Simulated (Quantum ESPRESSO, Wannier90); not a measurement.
## Tight-binding from DFT: Sn (diamond)

```xyz
2
Lattice="0.0000 3.2850 3.2850 3.2850 0.0000 3.2850 3.2850 3.2850 0.0000" Properties=species:S:1:pos:R:3 pbc="T T T"
Sn     3.2850     3.2850     3.2850
Sn    -1.6425    -1.6425    -1.6425
```

Cell from Materials Project (mp-117), symmetrised, no further relaxation. COD (Crystallography Open Database) has the formula in 5 space groups, this one among them (matched by group alone). Computed values, not measurements, from PBEsol: Quantum ESPRESSO (norm-conserving PseudoDojo potentials, cutoff 58 Ry, no spin polarisation, no spin-orbit coupling) on a Γ-centred 8×8×8 mesh, then Wannier90. Density: 12×12×12 mesh, cold smearing 0.01 Ry. Spin-orbit coupling is left out although heavy elements are present.

Functional, cutoff and mesh named above are those of the base row (PBEsol); the first column says what each row takes instead. Model: 8 functions from bands 11-25, start hydrogen-like Sn: s;p, disentangled but not localised (num_iter = 0), frozen window tied to the conduction edge or Fermi level of each row, as listed, which moves Ω_I and hoppings a little by itself. Energies are relative to the Fermi level; the misfit is to pw.x on a path, for states up to 1.0 eV relative to the Fermi level. The functional changes, each with its own PseudoDojo files and their cutoffs, on the same cell. The disentangled Ω_I can sit in another minimum from row to row.

```json
[
 {"functional": "LDA", "frozen to (eV)": "1.50", "Ω_I (Å²)": "15.23", "rms misfit (meV)": "6.3", "bottom of band 11 (eV)": "-10.39", "on-site Sn1 pz minus Sn1 s (eV)": "6.70", "hopping modulus Sn1 s – Sn2 s, R = 1 0 1 (eV)": "1.140", "hopping modulus Sn1 pz – Sn2 px, R = 1 1 1 (eV)": "1.073", "hopping modulus Sn1 s – Sn2 px, R = 1 0 1 (eV)": "1.056"},
 {"functional": "PBE", "frozen to (eV)": "1.50", "Ω_I (Å²)": "15.44", "rms misfit (meV)": "6.2", "bottom of band 11 (eV)": "-10.37", "on-site Sn1 pz minus Sn1 s (eV)": "6.58", "hopping modulus Sn1 s – Sn2 s, R = 1 0 1 (eV)": "1.157", "hopping modulus Sn1 pz – Sn2 px, R = 1 1 1 (eV)": "1.074", "hopping modulus Sn1 s – Sn2 px, R = 1 0 1 (eV)": "1.065"},
 {"functional": "PBEsol", "frozen to (eV)": "1.50", "Ω_I (Å²)": "15.51", "rms misfit (meV)": "6.3", "bottom of band 11 (eV)": "-10.37", "on-site Sn1 pz minus Sn1 s (eV)": "6.59", "hopping modulus Sn1 s – Sn2 s, R = 1 0 1 (eV)": "1.153", "hopping modulus Sn1 pz – Sn2 px, R = 1 1 1 (eV)": "1.072", "hopping modulus Sn1 s – Sn2 px, R = 1 0 1 (eV)": "1.062"}
]
```
